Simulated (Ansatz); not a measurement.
Starting cell, GaAs (zinc blende):

```xyz
4
Lattice="0.0000 5.7461 5.7461 2.8730 0.0000 2.8730 2.8730 2.8730 0.0000" Properties=species:S:1:pos:R:3 pbc="T T T"
As     4.3096     4.3096     4.3096
As     4.3096     7.1826     7.1826
Ga     0.0000     0.0000     0.0000
Ga     2.8730     5.7461     2.8730
```

The atoms are displaced by Q × the pattern below (from a DFPT mode at L = (0.5, 0.0, 0.0), largest move 1; Q in Å), at fixed cell. (q is in reciprocal vectors of the primitive cell; the cell shown is doubled to hold the pattern.)

```json
[
 {"atom": "As1", "x": "-0.507", "y": "0.507", "z": "0.507"},
 {"atom": "As2", "x": "0.507", "y": "-0.507", "z": "-0.507"},
 {"atom": "Ga3", "x": "0.577", "y": "-0.577", "z": "-0.577"},
 {"atom": "Ga4", "x": "-0.577", "y": "0.577", "z": "0.577"}
]
```

Method: PBE (plane waves to 420 eV, PAW, scalar-relativistic; Ansatz, an electronic-structure program). k mesh 5×10×10 (Γ-centred), Fermi-Dirac smearing 0.05 eV. The energy includes the smearing's −TS. As the smearing reaches across the gap at some points, energies and forces of such displacements shift with the k mesh and the smearing. GaAs was relaxed with its symmetry unable to fall. The PAW data are Ansatz's earlier set. ΔE is measured from the undisplaced structure. The last digit holds for this mesh only.

```csv
Q (Å),ΔE (meV/cell)
-0.2800,2332.4
-0.2333,1491.1
-0.1867,withheld
-0.1400,475.1
-0.0933,203.2
-0.0467,49.6
0.0000,0.0
0.0467,49.6
0.0933,203.2
0.1400,475.1
0.1867,withheld
0.2333,1491.1
0.2800,2332.4
```

Fit an even polynomial form (powers 2, 4, 6) to the given rows and predict ΔE at Q = -0.1867.

Least squares on the 11 given rows: ΔE = (22610)·Q² + (80670)·Q⁴ + (132300)·Q⁶, in meV/cell with Q in Å; root-mean-square residual 0.13 meV/cell. At -0.1867 the fit gives 891.7 meV/cell; the calculation gives 891.2 meV/cell, so the interpolation is off by 0.5 (+0.1 %). The quadratic term alone would give 788.1 meV/cell.

(A displaced cell: forces are minus the slopes of the energy, force constants its curvatures, and phonons follow from these.)
